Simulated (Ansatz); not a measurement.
TaAs (NbAs type, space group I4_1md)

```
CELL_PARAMETERS angstrom
     -1.73153     1.73153     5.86650
      1.73153    -1.73153     5.86650
      1.73153     1.73153    -5.86650
ATOMIC_POSITIONS crystal
  Ta 0.99912 0.99912 0.00000
  Ta 0.74912 0.24912 0.50000
  As 0.41688 0.41688 0.00000
  As 0.16688 0.66688 0.50000
```

Scan: atom 2 (Ta, nearest neighbour As at 2.622 Å; its periodic images, 3.5 Å or more away, move with it) is displaced along Cartesian z, direction (0.000, 0.000, 1.000) in Cartesian axes, by s. The other atoms stay.

Level of theory: PBE (plane waves to 420 eV, PAW, scalar-relativistic; Ansatz, a quantum-chemistry and plane-wave program). k mesh 15×15×15 (Γ-centred), Fermi-Dirac smearing 0.05 eV. With partly filled bands, energies and forces of such displacements shift with the k mesh and the smearing. F∥ is the force on the atom along that direction. At this level the bands of TaAs touch or barely overlap. Spin-orbit coupling is left out, though Ta is heavy. TaAs is run without spin polarisation. TaAs was relaxed with its symmetry unable to fall. 

```json
[
 {"s (Å)": "-0.260", "F∥ (eV/Å)": "3.034"},
 {"s (Å)": "-0.208", "F∥ (eV/Å)": "2.561"},
 {"s (Å)": "-0.156", "F∥ (eV/Å)": "2.020"},
 {"s (Å)": "-0.104", "F∥ (eV/Å)": "1.410"},
 {"s (Å)": "-0.052", "F∥ (eV/Å)": "0.735"},
 {"s (Å)": "0.000", "F∥ (eV/Å)": "0.000"},
 {"s (Å)": "0.052", "F∥ (eV/Å)": "-0.789"},
 {"s (Å)": "0.104", "F∥ (eV/Å)": "-1.622"},
 {"s (Å)": "0.156", "F∥ (eV/Å)": "-2.485"},
 {"s (Å)": "0.208", "F∥ (eV/Å)": "-3.378"},
 {"s (Å)": "0.260", "F∥ (eV/Å)": "-4.313"}
]
```

What is the force constant k = d²E/ds² of this move at s = 0?

14.7 eV/Å². The forces along the line at the two nearest points give (0.735 − (-0.789)) / (2·0.052) = 14.65 eV/Å²; the next pair corrects for the finite step.

(A displaced cell: forces are minus the slopes of the energy, force constants its curvatures, and phonons follow from these.)
